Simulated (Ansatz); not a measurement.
Q: Y (hcp (Mg type), P6_3/mmc) is relaxed with LDA in the plane-wave PAW code Ansatz. What lattice parameters of the conventional cell result?

A: a = 3.543 Å, c = 5.505 Å.

Its a lies over 2 % below tabulated measurements.

The cell was relaxed with LDA under the symmetry of its start. No spin polarisation was allowed. Axis ratios of metals converge slowly with the k-mesh, so a and c are less sure than the volume.

Potentials: the earlier of the program's two PAW sets.
